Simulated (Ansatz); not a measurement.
PbF2 (fluorite)

```
CELL_PARAMETERS angstrom
      0.00000     3.00038     3.00038
      3.00038     0.00000     3.00038
      3.00038     3.00038     0.00000
ATOMIC_POSITIONS crystal
  Pb 0.00000 0.00000 0.00000
  F  0.75000 0.75000 0.75000
  F  0.25000 0.25000 0.25000
```

The slice is a {100} plane (indices of the conventional cell) through the point (0.250, 0.250, 0.250) (fractional), spanned by u = [100] and v = [0 1 -1] in vectors of this cell: u (4.24 Å) and v (4.24 Å, at 90° to u). It covers one period; positions are fractions (u, v).

Level of theory: PBE (plane waves to 420 eV, PAW, scalar-relativistic; Ansatz, a quantum-chemistry and plane-wave program). k mesh 10×10×10. These are valence fields of a PAW run, semicore shells included where kept as valence: close to a nucleus they are smooth pseudo fields. PbF2 was relaxed with its symmetry unable to fall. Spin-orbit coupling is left out, though Pb is heavy.

Q: Predict the map of the electron localisation function (ELF) on the slice.

A: 
```
|xxxxxx@@##--      ......      --##@@xxxx|
|xxxx@@@@**::                  ::**@@@@xx|
|@@@@@@##==                      ==##@@@@|
|%%##**==..                      ..==**##|
|----::          ::------::          ::--|
|            ..==**##%%##**==..          |
|            ==##@@@@@@@@@@##==          |
|          ::**@@@@xxxxxx@@@@**::        |
|....      --##@@xxxxxxxxxx@@##--      ..|
|::..      --%%@@xxxxxxxxxx@@%%--      ..|
|....      --##@@xxxxxxxxxx@@##--      ..|
|          ::**@@@@xxxxxx@@@@**::        |
|            ==##@@@@@@@@@@##==          |
|            ..==**##%%##**==..          |
|----::          ::------::          ::--|
|%%##**==..                      ..==**##|
|@@@@@@##==                      ==##@@@@|
|xxxx@@@@**::                  ::**@@@@xx|
|xxxxxx@@##--      ......      --##@@xxxx|
|xxxxxx@@%%--      ..::..      --%%@@xxxx|
```
Scale: ten equal steps from 0.02 (start of ' ') to 0.81 (end of '@'), in the order ' .:-=+*#%@'. Values: electron localisation function (ELF). The map has 20 points along u (two characters each, u = 0 at the left) and 20 along v (v = 0 in the bottom row). Points within 0.5 Å of a nucleus are blanked (x), as the pseudised field means little there.
